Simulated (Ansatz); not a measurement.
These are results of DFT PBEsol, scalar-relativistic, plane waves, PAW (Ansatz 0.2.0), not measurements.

Structure of SrPb:

```
Sr Pb
1.0
     2.51637   -6.09809    0.00000
     2.51637    6.09809    0.00000
     0.00000    0.00000    4.61015
Sr Pb
2 2
Direct
  0.86595 0.13405 0.75000
  0.13405 0.86595 0.25000
  0.58451 0.41549 0.75000
  0.41549 0.58451 0.25000
```

Plane waves to 420 eV, a k mesh through Γ of 10×10×10 on the computed 4-atom cell and Gaussian smearing (0.10 eV); no spin polarisation.

Levels along Γ–Y–C0 | Σ0–Γ–Z–A0 | E0–T–Y | Γ–S–R–Z–T, in eV from the Fermi level, sorted by energy at each point. Points in fractions of the primitive reciprocal vectors: Γ (0.000 0.000 0.000), Y (-0.500 0.500 0.000), C0 (-0.293 0.707 0.000), Σ0 (0.293 0.293 0.000), Z (0.000 0.000 0.500), A0 (0.293 0.293 0.500), E0 (-0.293 0.707 0.500), T (-0.500 0.500 0.500), S (0.000 0.500 0.000), R (0.000 0.500 0.500).
| point | k (1/Å, with 2π) | band 22 | band 23 | band 24 | band 25 | band 26 | band 27 | band 28 |
| --- | --- | --- | --- | --- | --- | --- | --- | --- |
| Γ | 0.000 | -1.19 | -0.80 | 0.19 | 0.73 | 0.94 | 2.02 | 2.17 |
| - | 0.074 | -1.18 | -0.80 | 0.17 | 0.75 | 0.93 | 1.91 | 2.14 |
| - | 0.147 | -1.17 | -0.81 | 0.11 | 0.83 | 0.91 | 1.67 | 2.07 |
| - | 0.221 | -1.14 | -0.82 | -0.02 | 0.90 | 0.95 | 1.44 | 2.01 |
| - | 0.294 | -1.12 | -0.83 | -0.20 | 0.76 | 1.13 | 1.43 | 1.99 |
| - | 0.368 | -1.09 | -0.84 | -0.41 | 0.54 | 1.35 | 1.60 | 1.99 |
| - | 0.442 | -1.08 | -0.85 | -0.62 | 0.37 | 1.62 | 1.79 | 2.00 |
| Y | 0.515 | -1.07 | -0.86 | -0.76 | 0.31 | 1.88 | 1.92 | 1.94 |
| - | 0.589 | -1.02 | -0.88 | -0.74 | 0.43 | 1.31 | 1.95 | 1.96 |
| - | 0.663 | -1.02 | -0.93 | -0.70 | 0.70 | 0.76 | 1.84 | 1.99 |
| - | 0.737 | -1.04 | -1.00 | -0.66 | 0.31 | 0.97 | 1.69 | 2.08 |
| - | 0.811 | -1.08 | -1.07 | -0.72 | 0.05 | 1.20 | 1.53 | 2.22 |
| - | 0.885 | -1.16 | -1.11 | -0.95 | 0.06 | 1.38 | 1.41 | 2.42 |
| - | 0.959 | -1.22 | -1.21 | -1.15 | 0.22 | 1.27 | 1.61 | 2.63 |
| C0 | 1.033 | -1.42 | -1.26 | -1.18 | 0.44 | 1.19 | 1.83 | 2.75 |
| Σ0 | 1.033 | -1.42 | -1.26 | -1.18 | 0.44 | 1.19 | 1.83 | 2.75 |
| - | 1.137 | -1.57 | -1.28 | -1.23 | 0.76 | 1.17 | 2.16 | 2.56 |
| - | 1.242 | -1.52 | -1.25 | -1.24 | 1.00 | 1.24 | 2.38 | 2.42 |
| - | 1.346 | -1.28 | -1.26 | -1.16 | 1.02 | 1.41 | 2.24 | 2.42 |
| - | 1.451 | -1.25 | -1.04 | -0.88 | 0.84 | 1.69 | 2.09 | 2.15 |
| - | 1.555 | -1.23 | -0.92 | -0.38 | 0.66 | 1.58 | 2.07 | 2.12 |
| - | 1.659 | -1.20 | -0.83 | 0.06 | 0.62 | 1.13 | 2.15 | 2.26 |
| Γ | 1.764 | -1.19 | -0.80 | 0.19 | 0.73 | 0.94 | 2.02 | 2.17 |
| - | 1.861 | -1.19 | -1.19 | 0.56 | 0.64 | 0.97 | 1.96 | 2.08 |
| - | 1.958 | -1.77 | -1.20 | 0.40 | 1.02 | 1.08 | 1.25 | 1.75 |
| - | 2.056 | -1.83 | -1.20 | 0.09 | 0.40 | 1.17 | 1.23 | 1.81 |
| - | 2.153 | -1.67 | -1.19 | -0.25 | -0.22 | 0.84 | 1.42 | 2.24 |
| - | 2.250 | -1.66 | -1.14 | -0.62 | -0.50 | 0.46 | 1.66 | 2.61 |
| - | 2.348 | -1.94 | -1.06 | -0.74 | -0.56 | 0.08 | 1.92 | 2.49 |
| Z | 2.445 | -2.29 | -0.93 | -0.93 | -0.28 | -0.28 | 2.21 | 2.21 |
| - | 2.550 | -2.27 | -0.99 | -0.99 | -0.23 | -0.23 | 2.23 | 2.23 |
| - | 2.654 | -2.22 | -1.13 | -1.13 | -0.11 | -0.11 | 2.22 | 2.22 |
| - | 2.758 | -2.15 | -1.30 | -1.30 | 0.05 | 0.05 | 2.12 | 2.12 |
| - | 2.862 | -2.09 | -1.46 | -1.46 | 0.25 | 0.25 | 2.02 | 2.02 |
| - | 2.967 | -2.11 | -1.55 | -1.55 | 0.43 | 0.43 | 2.05 | 2.05 |
| - | 3.071 | -2.24 | -1.55 | -1.55 | 0.58 | 0.58 | 2.27 | 2.27 |
| A0 | 3.176 | -2.45 | -1.47 | -1.47 | 0.75 | 0.75 | 2.39 | 2.39 |
| E0 | 3.176 | -2.45 | -1.47 | -1.47 | 0.75 | 0.75 | 2.39 | 2.39 |
| - | 3.250 | -2.62 | -1.37 | -1.37 | 0.92 | 0.92 | 2.22 | 2.22 |
| - | 3.324 | -2.79 | -1.25 | -1.25 | 1.12 | 1.12 | 1.97 | 1.97 |
| - | 3.398 | -2.94 | -1.11 | -1.11 | 1.36 | 1.36 | 1.73 | 1.73 |
| - | 3.472 | -3.07 | -0.96 | -0.96 | 1.39 | 1.39 | 1.74 | 1.74 |
| - | 3.546 | -3.17 | -0.82 | -0.82 | 1.19 | 1.19 | 2.06 | 2.06 |
| - | 3.620 | -3.23 | -0.71 | -0.71 | 1.04 | 1.04 | 2.43 | 2.43 |
| T | 3.694 | -3.25 | -0.67 | -0.67 | 0.98 | 0.98 | 2.78 | 2.78 |
| - | 3.791 | -2.88 | -0.83 | -0.44 | 0.74 | 1.21 | 2.51 | 2.66 |
| - | 3.888 | -2.43 | -0.94 | -0.15 | 0.51 | 1.41 | 2.29 | 2.31 |
| - | 3.986 | -1.95 | -1.01 | 0.21 | 0.33 | 1.54 | 1.93 | 2.12 |
| - | 4.083 | -1.53 | -1.05 | 0.25 | 0.63 | 1.43 | 1.66 | 2.02 |
| - | 4.180 | -1.24 | -1.07 | 0.26 | 0.86 | 1.11 | 1.61 | 1.96 |
| - | 4.278 | -1.12 | -1.07 | 0.05 | 0.30 | 1.61 | 1.80 | 1.93 |
| Y | 4.375 | -1.07 | -0.86 | -0.76 | 0.31 | 1.88 | 1.92 | 1.94 |
| Γ | 4.375 | -1.19 | -0.80 | 0.19 | 0.73 | 0.94 | 2.02 | 2.17 |
| - | 4.471 | -1.20 | -0.82 | 0.10 | 0.64 | 1.08 | 2.14 | 2.17 |
| - | 4.568 | -1.25 | -0.89 | -0.21 | 0.62 | 1.42 | 2.00 | 2.35 |
| - | 4.664 | -1.37 | -0.99 | -0.56 | 0.71 | 1.72 | 1.85 | 2.33 |
| - | 4.761 | -1.57 | -1.10 | -0.79 | 0.80 | 1.46 | 2.24 | 2.35 |
| - | 4.857 | -1.80 | -1.19 | -0.89 | 0.83 | 1.26 | 2.18 | 2.56 |
| - | 4.954 | -1.98 | -1.25 | -0.92 | 0.81 | 1.14 | 2.11 | 2.71 |
| S | 5.050 | -2.04 | -1.27 | -0.93 | 0.80 | 1.10 | 2.09 | 2.77 |
| - | 5.148 | -2.00 | -1.40 | -0.95 | 0.97 | 1.00 | 2.01 | 2.73 |
| - | 5.245 | -1.92 | -1.67 | -1.01 | 0.76 | 1.35 | 1.79 | 2.65 |
| - | 5.342 | -1.90 | -1.81 | -1.10 | 0.49 | 1.50 | 1.77 | 2.63 |
| - | 5.440 | -2.01 | -1.77 | -1.16 | 0.24 | 1.18 | 2.13 | 2.70 |
| - | 5.537 | -1.94 | -1.89 | -1.15 | 0.08 | 0.85 | 2.42 | 2.87 |
| - | 5.634 | -2.08 | -1.71 | -1.22 | 0.08 | 0.53 | 2.65 | 3.10 |
| R | 5.732 | -2.27 | -1.43 | -1.43 | 0.26 | 0.26 | 2.87 | 2.87 |
| - | 5.828 | -2.28 | -1.41 | -1.41 | 0.26 | 0.26 | 2.69 | 2.69 |
| - | 5.925 | -2.29 | -1.36 | -1.36 | 0.24 | 0.24 | 2.46 | 2.46 |
| - | 6.021 | -2.30 | -1.28 | -1.28 | 0.17 | 0.17 | 2.35 | 2.35 |
| - | 6.118 | -2.30 | -1.17 | -1.17 | 0.04 | 0.04 | 2.31 | 2.31 |
| - | 6.214 | -2.30 | -1.06 | -1.06 | -0.10 | -0.10 | 2.27 | 2.27 |
| - | 6.311 | -2.30 | -0.97 | -0.97 | -0.23 | -0.23 | 2.23 | 2.23 |
| Z | 6.407 | -2.29 | -0.93 | -0.93 | -0.28 | -0.28 | 2.21 | 2.21 |
| - | 6.481 | -2.36 | -0.91 | -0.91 | -0.20 | -0.20 | 2.24 | 2.24 |
| - | 6.554 | -2.53 | -0.88 | -0.88 | 0.00 | 0.00 | 2.32 | 2.32 |
| - | 6.628 | -2.74 | -0.83 | -0.83 | 0.25 | 0.25 | 2.44 | 2.44 |
| - | 6.701 | -2.94 | -0.78 | -0.78 | 0.52 | 0.52 | 2.58 | 2.58 |
| - | 6.775 | -3.11 | -0.72 | -0.72 | 0.75 | 0.75 | 2.73 | 2.73 |
| - | 6.849 | -3.21 | -0.68 | -0.68 | 0.92 | 0.92 | 2.83 | 2.83 |
| T | 6.922 | -3.25 | -0.67 | -0.67 | 0.98 | 0.98 | 2.78 | 2.78 |

Spin-orbit coupling is left out, which matters for the bands of heavy elements.